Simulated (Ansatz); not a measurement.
Relaxed-ion elastic tensor of InP (CsCl type, Pm-3m) in GPa (Voigt order), plane-wave PAW PBEsol (Ansatz code); density 6.23 g/cm³, 19.43 Å³ per atom.

```
      1     2     3     4     5     6
-  ----  ----  ----  ----  ----  ----
1  80.2  72.3  72.3   0.0   0.0   0.0
2  72.3  80.2  72.3   0.0   0.0   0.0
3  72.3  72.3  80.2   0.0   0.0   0.0
4   0.0   0.0   0.0  11.9   0.0   0.0
5   0.0   0.0   0.0   0.0  11.9   0.0
6   0.0   0.0   0.0   0.0   0.0  11.9
```

Problem. Is the crystal mechanically stable?

Solution. Yes: the smallest eigenvalue of C is 7.9 GPa.

Problem. Work out the Voigt, Reuss and Hill averages.

Solution. K_V = 75.0, K_R = 75.0, K_H = 75.0; G_V = 8.7, G_R = 6.6, G_H = 7.7 GPa.

Problem. Give Young's modulus, Poisson's ratio, Pugh's ratio and the universal anisotropy index.

Solution. E = 9KG/(3K + G) = 22.2 GPa; ν = 0.45; K/G = 9.80 (ductile by the Pugh limit of 1.75); A_U = 5G_V/G_R + K_V/K_R − 6 = 1.64.

Problem. Estimate the sound speeds and the Debye temperature.

Solution. v_l = √((K + 4G/3)/ρ) = 3700 m/s, v_t = √(G/ρ) = 1110 m/s, mean 1260 m/s; Θ = (h/k)(3n/4πV)^(1/3) v_m = 140 K.

Problem. Give the Zener ratio and Young's modulus along [100], [110] and [111].

Solution. A = 2C44/(C11 − C12) = 3.04; 1/E = S11 − 2(S11 − S12 − S44/2)Γ with Γ = 0, 1/4, 1/3 gives 11.6, 22.9, 34.0 GPa.

Problem. Solve the Christoffel equation for the three sound speeds along [100], [110], [111].

Solution. Eigenvalues of C_ijkl n_j n_l equal ρv². In km/s, slowest first: [100] 1.38, 1.38, 3.59; [110] 0.79, 1.38, 3.76; [111] 1.03, 1.03, 3.82.

The cell is a constructed one: a structure type filled with these elements; neither database checked (COD, Materials Project) lists it. It is not the phase usual at ambient conditions (space group No. 216). Symmetry was held in the PBEsol relaxation; whether a distortion lowers the energy is not shown. As this level gives no gap, shear constants depend on the k-mesh and smearing (Fermi–Dirac, 0.1 eV here).

Potentials: the earlier of the program's two PAW sets. The files were generated under PBE; for other functionals the program regenerates the frozen cores, and for LDA and PBEsol the local potential too.
